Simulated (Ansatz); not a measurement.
SrTiO$_{3}$:
```yaml
crystal:
  lattice:
    - [3.89143, 0.00000, 0.00000]
    - [0.00000, 3.89143, 0.00000]
    - [0.00000, 0.00000, 3.89143]
  atoms:
    - { symbol: Sr, position: [0.00000, 0.00000, 0.00000] }
    - { symbol: Ti, position: [0.50000, 0.50000, 0.50000] }
    - { symbol: O, position: [0.50000, 0.00000, 0.50000] }
    - { symbol: O, position: [0.00000, 0.50000, 0.50000] }
    - { symbol: O, position: [0.50000, 0.50000, 0.00000] }
```

Plane-wave PAW PBEsol (Ansatz code) gives a gap of 1.86 eV without spin–orbit coupling, maximum at R, minimum at Γ.

### Question
What happens when spin–orbit coupling is switched on?

### Answer
The gap shrinks by 0.02 eV, to 1.84 eV; maximum at R, minimum at Γ.

### Question
Give the electron effective mass with spin–orbit coupling, band 1 of 2 at the edge.

### Answer
1.0 along [100], 0.71 along [110], 0.59 along [111] (mₑ).

### Question
Give the electron effective mass with spin–orbit coupling, band 2 of 2 at the edge.

### Answer
0.37 along [100], 0.44 along [110], 0.50 along [111] (mₑ).

Space group Pm-3m (cubic perovskite). Symmetry was held in the PBEsol relaxation. At this level the phase is dynamically unstable (imaginary phonons). The run is not spin-polarised.

Potentials: the earlier of the program's two PAW sets. The files were generated under PBE; for other functionals the program regenerates the frozen cores, and for LDA and PBEsol the local potential too.
